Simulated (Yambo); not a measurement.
BN (space group P6_3/mmc, No. 194), G0W0@PBEsol in Yambo with this input:

```
rim_cut
gw0
dyson
el_el_corr
HF_and_locXC
ppa
em1d
RandQpts= 1000000
RandGvec= 1 Ry
EXXRLvcs= 84 Ry
VXCRLvcs= 336 Ry
Chimod= "HARTREE"
% BndsRnXp
 1 | 95 |
%
NGsBlkXp= 10 Ry
% LongDrXp
 1.0 | 1.0 | 1.0 |
%
PPAPntXp= 27.2114 eV
% GbndRnge
 1 | 95 |
%
GTermKind= "BG"
DysSolver= "n"
ExtendOut
```

On a 6×6×2 mesh, with wavefunctions cut at 84 Ry, the gap (H → M) is 5.765 eV and the valence edge shifts by -0.854 eV.

### Question
What happens with this change: 4 Ry block?

### Answer
The gap falls by 0.157 eV, to 5.608 eV; the shift of the valence edge becomes -0.565 eV. Neither run is shown to be the converged limit.

Geometry relaxed with PBE+D3(BJ); primitive cell a = b = 2.505 Å, c = 6.610 Å, α = β = 90.00°, γ = 120.00°.

A shift is the quasiparticle energy of the state minus its PBEsol energy.
